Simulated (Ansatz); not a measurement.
**Rh (fcc, Cu type): scan of one atom of the cell**

Starting cell, Rh (fcc, Cu type):

```
CELL_PARAMETERS angstrom
      3.83006     0.00000     0.00000
      0.00000     3.83006     0.00000
      0.00000     0.00000     3.83006
ATOMIC_POSITIONS crystal
  Rh 0.00000 0.00000 0.00000
  Rh 0.50000 0.50000 0.00000
  Rh 0.50000 0.00000 0.50000
  Rh 0.00000 0.50000 0.50000
```

In this cell atom 1 (Rh, nearest neighbour Rh at 2.708 Å; its periodic images, 3.8 Å or more away, move with it) is moved by s along Cartesian x, unit vector (1.000, 0.000, 0.000); all other atoms and the cell stay fixed.

Computed with PBE (plane waves to 420 eV, PAW, scalar-relativistic; Ansatz, a program for electronic structure). k mesh 10×10×10 (Γ-centred), Fermi-Dirac smearing 0.05 eV. Energies are smeared free energies. Compression counts positive. With partly filled bands, energies and forces of such displacements shift with the k mesh and the smearing. F∥ is the force on the atom along that direction. Rh is run without spin polarisation. Rh was relaxed with its symmetry unable to fall. The zero of ΔE is the undisplaced structure.

```csv
s (Å),ΔE (eV/cell),P (GPa),F∥ (eV/Å)
-0.270,0.402,4.9,3.068
-0.216,0.255,3.1,2.389
-0.162,0.143,1.8,1.768
-0.108,0.063,0.8,1.172
-0.054,0.016,0.2,0.586
0.000,0.000,0.0,0.000
0.054,0.016,0.2,-0.586
0.108,0.063,0.8,-1.172
0.162,0.143,1.8,-1.768
0.216,0.255,3.1,-2.389
0.270,0.402,4.9,-3.068
```

Summary:

```
Property                                                                                                                                         Result
--------------------------------------------------------  ---------------------------------------------------------------------------------------------
Energy at s = 0.270 Å                                                                                                                      402 meV/cell
Force along the line at s = -0.270 Å                                                                                                          3.07 eV/Å
Symmetry of the curve                                                                                                     even: the same for both signs
Shape of the curve                                                                       a single well with its minimum at or next to zero displacement
Force constant k = d²E/ds² at s = 0 (finite differences)                                                                                     10.8 eV/Å²
Harmonic estimate at the end of the scan                  ½ks² = 395 meV/cell against the computed 402 meV/cell, so the well is close to harmonic there
```

(A displaced cell: forces are minus the slopes of the energy, force constants its curvatures, and phonons follow from these.)
